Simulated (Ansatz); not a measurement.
The cell of AlAuC4N4 is invented: stacked square cyanide-bridged sheets (C2/m, No. 12). Lengths were set from tabulated atomic sizes, so they are only a guess.

```xyz
10
Lattice="4.6180 -5.0495 0.0000 4.6180 5.0495 0.0000 -1.8574 0.0000 4.2280" Properties=species:S:1:pos:R:3 pbc="T T T"
Al    4.6180    0.0000    0.0000
C     1.0481    0.0000    1.6051
C     6.3306    0.0000    2.6229
C     4.6180   -3.1325    0.0000
C     4.6180    3.1325    0.0000
Au    0.0000    0.0000    0.0000
N     1.6877    0.0000    2.5848
N     5.6910    0.0000    1.6432
N     4.6180   -1.9625    0.0000
N     4.6180    1.9625    0.0000
```

Theory: DFT PBE, scalar-relativistic, plane waves, PAW in Ansatz. Cutoff 420 eV, Gaussian smearing, Γ-centred meshes. Cell and atoms relax first on a coarse mesh and then on a converged one. In between, the cell is made exact in the group found at 0.06 Å. The steps can't lower the symmetry of their start. No spin polarisation.

A guess keeps its type if space group and coordination stay and the shape of the cell changes little (axis ratios within about 15 %, angles within 6°); the volume may change.

Question: Will the relaxed cell still be of the starting type?

Answer: It doesn't keep its type. The symmetry stays C2/m (No. 12). The volume per atom grows by 5.7 %, from 19.7 to 20.8 Å³. The shortest distance goes from 1.17 Å (C–N) to 1.16 Å (C–N). Counting neighbours within 15 % of an atom's shortest distance, the start has Al 4, Au 4, C 1, N 1 and the end Al 6, Au 2, C 1, N 1. In detail, at the end Al has 4 N at 1.95–2.03 Å and 2 C at 2.12 Å; C on a site of symmetry m has 1 N at 1.17 Å and 1 Al at 2.12 Å; Au is surrounded by 2 C at 1.97 Å; N on a site of symmetry m has 1 C at 1.17 Å and 1 Al at 2.03 Å; 2 more sites not described.

```cif
data_structure
_symmetry_space_group_name_H-M 'P 1'
_symmetry_Int_Tables_number 1
_cell_length_a 6.9976
_cell_length_b 6.9976
_cell_length_c 4.2752
_cell_angle_alpha 93.020
_cell_angle_beta 93.020
_cell_angle_gamma 93.283
_cell_volume 208.38
loop_
_atom_site_label
_atom_site_type_symbol
_atom_site_fract_x
_atom_site_fract_y
_atom_site_fract_z
_atom_site_occupancy
Al1 Al 0.50000 0.50000 0.00000 1
C1 C 0.36470 0.36470 0.36911 1
C2 C 0.63530 0.63530 0.63089 1
C3 C 0.80641 0.19359 0.00000 1
C4 C 0.19359 0.80641 0.00000 1
Au1 Au 0.00000 0.00000 0.00000 1
N1 N 0.35020 0.35020 0.63800 1
N2 N 0.64980 0.64980 0.36200 1
N3 N 0.69196 0.30804 0.00000 1
N4 N 0.30804 0.69196 0.00000 1
```

Formation energies are uncorrected and refer to the elements' standard structures at the same level (N₂ as a molecule).

Question: At what energy does it end?

Answer: +0.176 eV/atom. The separate elements lie lower, so it is unstable against them.

The last run used a 4×4×6 mesh (in the run's order of axes) for its 10-atom cell and Gaussian smearing of 0.02 eV. Weakly bound directions are ill-defined at this level, which has no dispersion term. Spin–orbit coupling, which can matter for Au, is left out. The reference form of C is held partly by dispersion forces, which this level lacks. A structure relaxed within its symmetry needn't be a true minimum.
